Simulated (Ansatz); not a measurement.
# Slab of zincblende ZnSe (110), 3 layers

The slab is cut from the zincblende crystal, which needn't be the stable phase, as relaxed on PAW files (21.58 Å³/atom), with 16 Å of vacuum and a dipole correction:

```yaml
crystal:
  lattice:
    - [3.93703, 0.00000, 0.00000]
    - [0.00000, 5.56780, 0.00000]
    - [0.00000, 0.00000, 19.93700]
  atoms:
    - { symbol: Zn, position: [0.25000, 0.12500, 0.40126] }
    - { symbol: Se, position: [0.75000, 0.87500, 0.40126] }
    - { symbol: Zn, position: [0.75000, 0.62500, 0.50000] }
    - { symbol: Se, position: [0.25000, 0.37500, 0.50000] }
    - { symbol: Zn, position: [0.25000, 0.12500, 0.59874] }
    - { symbol: Se, position: [0.75000, 0.87500, 0.59874] }
```

All numbers are LDA results (scalar-relativistic) from Ansatz 0.2.0, with a Γ-centred 7×5×1 k mesh, Fermi–Dirac smearing of 0.02 eV, no spin polarisation. Methods: LAPW: all electrons, basis error target 1 meV/atom; PAW: frozen-core files, cutoff 420 eV.

The bulk energy comes from a cell in the slab's orientation on a 7×5×7 mesh. The surface energy is (E(slab) − N·E(bulk))/2A at zero smearing, the mean of both faces; thin slabs carry quantum-size effects.

The PAW files were made under PBE.

Task: As cut, the LAPW slab lies 2.529 eV above 6 atoms of bulk. What surface energy is that?

Result: Over two faces of 21.92 Å² it is 57.7 meV/Å², and times 16.02 J/m² per eV/Å² that gives γ = 0.924 J/m².

Task: What do relaxation and the other method give?

Result: 

```tsv
method	γ as cut (J/m²)	γ relaxed (J/m²)
LAPW	0.924	0.554
PAW	0.926	0.555
```

Task: How do the spacings between the planes relax?

Result: From the bottom face up: d12 -7.0 % of 1.969 Å, d23 -7.0 % of 1.969 Å. The outer plane rumples by 0.575 Å.

Task: Where do the band edges lie?

Result: On the k mesh: gap 1.90 eV, valence top 5.81 eV below the vacuum level.

Task: A core hole in the 2p shell of Zn is made on one Zn atom of each kind in every 1×1 cell (PAW hole dataset, neutral cell, valence without spin). What does it cost by layer?

Result: layer 1 1026.19 eV, layer 2 1026.17 eV. Shifts between layers mean more than the absolute values, and a whole layer of holes screens otherwise than one hole.
